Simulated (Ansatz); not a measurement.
AlN:
```cif
data_Al6N6
_chemical_formula_sum 'Al6 N6'
_space_group_name_H-M_alt 'Pm-3n'
_space_group_IT_number 223
_space_group_name_Hall '-P 4n 2 3'
_cell_length_a 5.32835
_cell_length_b 5.32835
_cell_length_c 5.32835
_cell_angle_alpha 90.000
_cell_angle_beta 90.000
_cell_angle_gamma 90.000
loop_
_atom_site_label
_atom_site_type_symbol
_atom_site_symmetry_multiplicity
_atom_site_Wyckoff_symbol
_atom_site_fract_x
_atom_site_fract_y
_atom_site_fract_z
_atom_site_occupancy
Al1 Al 6 d 0.00000 0.25000 0.50000 1
N1 N 6 c 0.00000 0.50000 0.25000 1
```

Relaxed with r²SCAN.

Problem. Tabulate the valence density and the electron localisation function along the shortest Al–Al contact (2.66 Å), the program Ansatz at the r²SCAN level (PAW).

Solution. 

```csv
distance from Al (Å),density (e/Å³),ELF
0.27,0.06,0.01
0.40,0.08,0.01
0.53,0.12,0.02
0.67,0.18,0.07
0.80,0.23,0.12
0.93,0.27,0.17
1.07,0.28,0.18
1.20,0.29,0.18
1.33,0.29,0.18
1.47,0.29,0.18
1.60,0.28,0.18
1.73,0.27,0.17
1.86,0.23,0.12
2.00,0.18,0.07
2.13,0.12,0.02
2.26,0.08,0.01
2.40,0.06,0.01
```

The density is the valence pseudo-density with augmentation charge, so density and ELF within about 1 Å of a nucleus are not all-electron values.

The start of the workflow was typed in or built on a structure type; neither database checked (COD, Materials Project) lists it. It is not the phase usual at ambient conditions (space group No. 186, 216). Symmetry was held in the r²SCAN relaxation; its stability against distortions is not shown here.

Potentials: the earlier of the program's two PAW sets.
